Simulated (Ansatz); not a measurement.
Here is the system:

Nb₄Si₇Ni₄:
```
CELL_PARAMETERS angstrom
     -6.27565     6.27565     2.49067
      6.27565    -6.27565     2.49067
      6.27565     6.27565    -2.49067
ATOMIC_POSITIONS crystal
  Nb 0.13509 0.13509 0.27018
  Nb 0.86491 0.86491 0.72982
  Nb 0.13509 0.86491 0.00000
  Nb 0.86491 0.13509 0.00000
  Nb 0.50000 0.30827 0.80827
  Nb 0.50000 0.69173 0.19173
  Nb 0.30827 0.50000 0.80827
  Nb 0.69173 0.50000 0.19173
  Si 0.50000 0.09332 0.59332
  Si 0.50000 0.90668 0.40668
  Si 0.09332 0.50000 0.59332
  Si 0.90668 0.50000 0.40668
  Si 0.75065 0.75065 0.00000
  Si 0.24935 0.24935 0.00000
  Si 0.29157 0.29157 0.58313
  Si 0.70843 0.70843 0.41687
  Si 0.29157 0.70843 0.00000
  Si 0.70843 0.29157 0.00000
  Si 0.00000 0.29244 0.29244
  Si 0.00000 0.70756 0.70756
  Si 0.29244 0.00000 0.29244
  Si 0.70756 0.00000 0.70756
  Ni 0.39792 0.89792 0.79584
  Ni 0.60208 0.10208 0.20416
  Ni 0.89792 0.10208 0.50000
  Ni 0.10208 0.89792 0.50000
  Ni 0.10208 0.60208 0.20416
  Ni 0.89792 0.39792 0.79584
  Ni 0.60208 0.39792 0.50000
  Ni 0.39792 0.60208 0.50000
```

This is the r²SCAN-relaxed structure.

All from r²SCAN in the plane-wave PAW code Ansatz, unless another level is named. Predict the electronic character.

metallic (no gap).

Give the formation energy from the elements (no fitted shifts).

-0.65 eV/atom.

And the density of states at the Fermi level?

0.43 states/eV per atom (mean over ±0.08 eV).

Space group I4/mmm. The first step of the workflow began from a Materials Project structure, measured or hypothetical; the Crystallography Open Database copy checked does not list it. Whether it is the stable phase at ambient conditions was not checked. Symmetry was held in the r²SCAN relaxation; whether a distortion lowers the energy is not shown. No spin polarisation was allowed. The references are the lowest solids computed at this level, not always the standard phases. Spin–orbit coupling is left out wherever it is not named.

Potentials: the later of the program's two PAW sets.
